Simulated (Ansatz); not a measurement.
CsPbBr3:
```
CsPbBr3
1.0
    5.93406     0.00000     0.00000
    0.00000     5.93406     0.00000
    0.00000     0.00000     5.93406
Cs Pb Br
1 1 3
Direct
  0.00000   0.00000   0.00000
  0.50000   0.50000   0.50000
  0.00000   0.50000   0.50000
  0.50000   0.50000   0.00000
  0.50000   0.00000   0.50000
```

Plane-wave PAW r²SCAN (Ansatz code) gives a gap of 2.03 eV without spin–orbit coupling, maximum at R, minimum at R.

Question: What happens when spin–orbit coupling is switched on?

Answer: The gap decreases by 1.28 eV, to 0.75 eV; maximum at R, minimum at R.

Question: Give the electron effective mass with spin–orbit coupling.

Answer: 0.13 mₑ (isotropic).

Question: Give the hole effective mass with spin–orbit coupling.

Answer: 0.12 mₑ (isotropic).

Space group Pm-3m (cubic perovskite). This is a known high-temperature phase of the composition, computed here at zero pressure and temperature. The cell was relaxed with r²SCAN under the symmetry of its start; of distortions, only those at the zone centre were tested.

Potentials: the later of the program's two PAW sets.
